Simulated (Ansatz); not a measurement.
LiNbO3:
Space group R-3, hexagonal axes (No. 148); a = b = 5.195 Å, c = 14.180 Å, α = β = 90.00°, γ = 120.00°

```tsv
atom	site	symmetry	x	y	z
Li	6c	3.	0.0000	0.0000	0.3568
Nb	6c	3.	0.0000	0.0000	0.1444
O	18f	1	0.3501	0.0457	0.0888
```
(The calculation used a cell of 10 atoms; values per cell refer to that cell.)

Relaxed at zero pressure with DFT-PBEsol in the program Ansatz with PAW potentials.

The volume is raised by 6 % and shape and atoms relax at that volume. What pressure results, and how do the axes share the change?

-4.0 GPa; a 1.2 %, b 1.2 %, c 3.5 %; the energy rises by 9 meV/atom.

Give the new structure.


Space group R-3, hexagonal axes (No. 148); a = 5.258 Å, b = 5.258 Å, c = 14.673 Å, α = 90.00°, β = 90.00°, γ = 120.00°

| atom | site | symmetry | x | y | z |
|---|---|---|---|---|---|
| Li | 6c | 3. | 0.0000 | 0.0000 | 0.3562 |
| Nb | 6c | 3. | 0.0000 | 0.0000 | 0.1457 |
| O | 18f | 1 | 0.3190 | 0.0356 | 0.2425 |

The phase is kept; no other phase was compared at this pressure.

The workflow started from a Materials Project entry (that database holds measured and hypothetical structures alike); the Crystallography Open Database files this formula in space group No. 148, but the cells were not matched. It is not the phase usual at ambient conditions (space group No. 161). The cell was relaxed with PBEsol under the symmetry of its start; whether a distortion lowers the energy is not shown. No spin polarisation was allowed.

Potentials: the earlier of the program's two PAW sets. The files were generated under PBE; for other functionals the program regenerates the frozen cores, and for LDA and PBEsol the local potential too.
